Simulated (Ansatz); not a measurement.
**From the elastic tensor of HfO₂ at 15 GPa (stress–strain coefficients) to moduli and sound speeds**

The calculation used DFT PBEsol, scalar-relativistic, plane waves, PAW (Ansatz 0.2.0). Settings: 420 eV plane-wave cutoff, Γ-centred 8×8×8 mesh, fixed occupations. No spin polarisation.

It takes space group Fm-3m (No. 225, cubic). The conventional cell has a = 4.959 Å, b = 4.959 Å, c = 4.959 Å, α = 90.00°, β = 90.00°, γ = 90.00°. Hf (site symmetry m-3m) is surrounded by 8 O at 2.15 Å. Around O (site symmetry -43m) lie 4 Hf at 2.15 Å.

Spin–orbit coupling is left out, which can shift energies with elements as heavy as these. Other phases may be more stable at this pressure.

Relaxed-ion constants (GPa, on the Cartesian axes of the calculation):
C11 = 658.4, C12 = 159.9, C13 = 159.9, C22 = 658.4, C23 = 159.9, C33 = 658.4, C44 = 78.9, C55 = 78.9, C66 = 78.9 GPa; the others vanish.

Density 11.465 g/cm³; 3 atoms in 30.49 Å³.

The values that follow are for a polycrystal of randomly turned grains, by Hill's mean where one number stands. In a crystal this anisotropic the Voigt and Reuss bounds lie far apart, so Hill's mean and the sound speeds and Debye temperature from it are rough.

With S = C⁻¹: B_V = (C11+C22+C33+2(C12+C13+C23))/9, G_V = (C11+C22+C33−C12−C13−C23+3(C44+C55+C66))/15, 1/B_R = S11+S22+S33+2(S12+S13+S23), 15/G_R = 4(S11+S22+S33−S12−S13−S23)+3(S44+S55+S66); Hill is their mean. Then v_l = √((B+4G/3)/ρ), v_t = √(G/ρ), v_m = [(2/v_t³+1/v_l³)/3]^(−1/3) and Θ = (ħ/k_B)·v_m·(6π²n/V)^(1/3) for n atoms in the volume V; E = 9BG/(3B+G), ν = (3B−2G)/(2(3B+G)) and A^U = 5G_V/G_R + B_V/B_R − 6.

```
Bulk modulus, Voigt / Reuss / Hill          : 326.1 / 326.1 / 326.1 GPa
Shear modulus, Voigt / Reuss / Hill         : 147.0 / 108.6 / 127.8 GPa
Young's modulus                             : 339 GPa
Poisson ratio                               : 0.327
Pugh ratio B/G                              : 2.55
Universal anisotropy index                  : 1.77
Longitudinal and transverse sound speeds    : 6581 and 3339 m/s
Debye temperature from the mean sound speed : 514 K
```

This fluorite-type form isn't the usual stable structure of the compound at low pressure.